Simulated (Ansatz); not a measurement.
**SrIr₂: do energies and stresses tell the same story?**

Theory: Ansatz 0.2.0, DFT PBEsol, scalar-relativistic, plane waves, PAW.

Settings: cutoff 420 eV, Γ-centred mesh 8×8×8 on the computed 6-atom cell, Gaussian smearing of 0.10 eV; no spin polarisation.

Relaxed cell: Fd-3m, a = 7.639 Å, b = 7.639 Å, c = 7.639 Å, α = 90.00°, β = 90.00°, γ = 90.00°, 6 atoms in the primitive cell. Whether it is the stable form of this composition wasn't checked.

Energies at zero smearing and pressures from the stress tensor, at volumes with shape and atoms relaxed:
```json
{"V (Å³/atom)": "17.460", "E − E(first) (meV/atom)": "0.00", "P (GPa)": "12.00"}
{"V (Å³/atom)": "18.017", "E − E(first) (meV/atom)": "-29.99", "P (GPa)": "5.49"}
{"V (Å³/atom)": "18.575", "E − E(first) (meV/atom)": "-39.19", "P (GPa)": "0.02"}
{"V (Å³/atom)": "19.132", "E − E(first) (meV/atom)": "-30.93", "P (GPa)": "-4.58"}
{"V (Å³/atom)": "19.689", "E − E(first) (meV/atom)": "-7.99", "P (GPa)": "-8.44"}
```

Problem. Check P = −dE/dV between neighbouring volumes, and get the bulk modulus from the pressures alone.

Solution. With 1 eV/Å³ = 160.2 GPa:
```json
{"middle V (Å³/atom)": "17.739", "−ΔE/ΔV (GPa)": "8.622", "mean P (GPa)": "8.748"}
{"middle V (Å³/atom)": "18.296", "−ΔE/ΔV (GPa)": "2.647", "mean P (GPa)": "2.758"}
{"middle V (Å³/atom)": "18.853", "−ΔE/ΔV (GPa)": "-2.376", "mean P (GPa)": "-2.278"}
{"middle V (Å³/atom)": "19.410", "−ΔE/ΔV (GPa)": "-6.595", "mean P (GPa)": "-6.509"}
```

The two differ by 0.13 GPa at most. The mean of two end pressures misses the average over a step by about ΔV² P″/12, up to 0.09 GPa here; with that taken off 0.03 GPa remains. The stress is the derivative of the free energy, not of the energy at zero smearing, and with free energies 0.00 GPa remains. Around V = 18.575 Å³/atom, the two neighbours give B = −V ΔP/ΔV = 18.575 × 10.07 / 1.114 = 167.9 GPa, against B0 = 167.0 GPa from the Birch–Murnaghan fit of the energies.

Spin–orbit coupling is left out, which can shift energies with elements as heavy as these.

Cost: 6 runs of about 3.9 core-minutes in all, on AMD EPYC 7R43 (Zen 3) (shared hosts).